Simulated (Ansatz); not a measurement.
Ansatz (a quantum-chemistry and plane-wave program) input:

Ansatz 0.2 input:
```yaml
crystal:
  lattice:
    - [0.0, 3.0114500545, 3.0114500545]
    - [3.0114500545, 0.0, 3.0114500545]
    - [3.0114500545, 3.0114500545, 0.0]
  atoms:
    - { symbol: I, position: [0.75, 0.75, 0.75] }
    - { symbol: Cu, position: [0.0, 0.0, 0.0] }
kpoints:
  mp_grid: { grid: [8, 8, 8] }
hamiltonian:
  xc: r2scan
  pseudopotentials: { kind: paw }
scf:
  occupations: { method: fixed }
checkpoint: { read: static.run }
output: { write_density: true, elf: true, volumetric_format: npy }
```

Output (shortened):

```
Pseudopotentials: kind: paw
Pseudopotential: I, paw, valence charge 17
Pseudopotential: Cu, paw, valence charge 19
Functional definition: r2SCAN
Crystal: 2 atoms, lattice volume = 54.621 Å³
Basis set: ecut = 500 eV, 1411 PW (Γ), exchange–correlation on 128×128×128 points (64 copies of the dense FFT grid, shifted against one another)
Bands: 22, of which v1, the nominal top of the filled ones, is band 18 counted from 1 (17 counted from 0)
Symmetry: 24 space group operations
Space group: F-43m (ITA 216), of the structure as read, at distance tolerance 3.8e-5 Å
k-points: 29 of 512 (time reversal used)
PAW frozen core: I, regenerated for the run's functional
PAW frozen core: Cu, regenerated for the run's functional
Initial density: read from a saved state, or passed on in memory by an earlier SCF of this step, an earlier step, the calling program or the single point that …
Stability of the state it starts from, as read at its close in the unpolarized treatment …
Initial wavefunctions: pseudopotential atomic-orbital guess
Eigensolver: davidson
Functional: x = r2scan, c = r2scan; τ floored in thin density (d = 2e-4 eV/Å³)
iter 1 solved again at ethr=4.91e-7 eV; its pass at ethr=3.10e-3 eV (dr2=1.77e-4 eV) is discarded
SCF iter   1: F=—  HF=-14159.645795 eV  |F-HF|=—  |Δ(HF+E_count)|=         —  Δρ=2.40e-6  dr2=2.74e-9  dr2_τ=6.54e-11  ethr=4.91e-7  ⟨swp⟩=3.5  Hψ=4303  notcnv=0  defer=53
all-band conjugate gradients solve this SCF's bands
preconditioner: auto → none
SCF iter   2: F=—  HF=-14159.645792 eV  |F-HF|=—  |Δ(HF+E_count)|=   2.79e-6  Δρ=5.46e-6  dr2=1.18e-8  dr2_τ=1.22e-10  ethr=7.61e-12  ⟨swp⟩=8.6  Hψ=3315  notcnv=0
SCF iter   3: F=-14159.645792 eV  HF=-14159.645792 eV  |F-HF|=7.97e-10  |Δ(HF+E_count)|=   2.64e-9  Δρ=1.25e-6  dr2=8.62e-10  dr2_τ=2.73e-11  ethr=7.61e-12  ⟨swp⟩=1.0  Hψ=1868  notcnv=0
SCF 1 converged in 3 iterations: F = -14159.645792 eV  dr2 = 8.62e-10
SCF converged after 3 iterations
Free energy (F): -14159.645792 eV
Harris-Foulkes:  -14159.645792 eV  (|F-HF|=7.97e-10)
Internal energy: -14159.645792 eV  (E = F + TS)
E sigma→0 (E₀):  -14159.645792 eV
Fermi energy:    8.260368 eV
--- Per-component energies (eV) ---
  E_band       = -898.669949
  E_kinetic    = 489.177599
  E_local      = -7588.924986  (includes V_loc(G=0)·N_el)
  E_nonlocal   = 321.046224
  E_hartree    = 3534.736538
  E_xc         = -202.072735
  E_vxc        = -260.144860  (∫ρ·V_xc dr)
  E_paw        = -6531.591247  (= ΣΔE_a)
  E_vpaw       = -945.865879  (= ΣTr[D̂ρ^β])
  E_aug_tail   = 0.000131  (compensation charges beyond the density's cutoff)
  E_vtau       = 16.566998  (kinetic-family band-sum trace: ∫τ·v_τ [+ j·A + Jᵃ·Aᵃ] dr)
  E_ewald      = -4181.789261
  E_core_change = -0.228055  (= ΣΔE_core)
  E_smearing   =  0.000000  (= −TS)
  E_closure    =  0.000000  (closes the sum)
  Σ components = -14159.645792   (vs F -14159.645792, Δ=0.00e0)
  [band-id]    e_kinetic+e_local+e_nonlocal+2·e_hartree+e_vxc+e_vpaw+e_augmentation_tail+e_vtau = -898.671697   (vs E_band -898.669949, Δ=-1.75e-3)
--- Band table (eV; the first three rows and the last of 29) ---
  k-point 0: bands = ["-107.0280", "-62.8995", "-62.8995", "-62.8995", "-38.5354", "-38.5354", "-38.5354", "-38.5270", "-38.5270", "-6.3770", "4.3667", "4.3667", "4.3667", "6.3436", "6.3436", "8.2604", "8.2604", "8.2604", "9.9288", "13.4999", "13.4999", "13.4999"]
  k-point 1: bands = ["-107.0280", "-62.8995", "-62.8995", "-62.8995", "-38.5354", "-38.5353", "-38.5353", "-38.5270", "-38.5270", "-6.2971", "4.0655", "4.3722", "4.3722", "6.3372", "6.3372", "7.6621", "8.1392", "8.1392", "10.5853", "13.4050", "13.7303", "13.7303"]
  k-point 2: bands = ["-107.0280", "-62.8995", "-62.8995", "-62.8995", "-38.5354", "-38.5352", "-38.5352", "-38.5270", "-38.5270", "-6.0920", "3.3383", "4.3823", "4.3823", "6.3342", "6.3342", "6.9605", "7.8720", "7.8720", "10.9917", "14.0720", "14.0720", "14.1657"]
  k-point 28: bands = ["-107.0280", "-62.8995", "-62.8995", "-62.8995", "-38.5353", "-38.5351", "-38.5346", "-38.5270", "-38.5267", "-5.5516", "2.8690", "3.4095", "4.1338", "6.2735", "6.2767", "6.4369", "6.6048", "6.9540", "13.1331", "13.2314", "14.7827", "14.9745"]
  band table: 22 of 22 bands, residual norms ≤ 1.0e-3 eV
```

Cost: very roughly 5 core-seconds on shared cores.

The r²SCAN relaxation kept the symmetry of its start. The run is not spin-polarised. Scalar-relativistic: spin–orbit coupling is off unless named, which matters more the heavier the elements.

Potentials: the later of the program's two PAW sets.

Ansatz is a plane-wave DFT program.
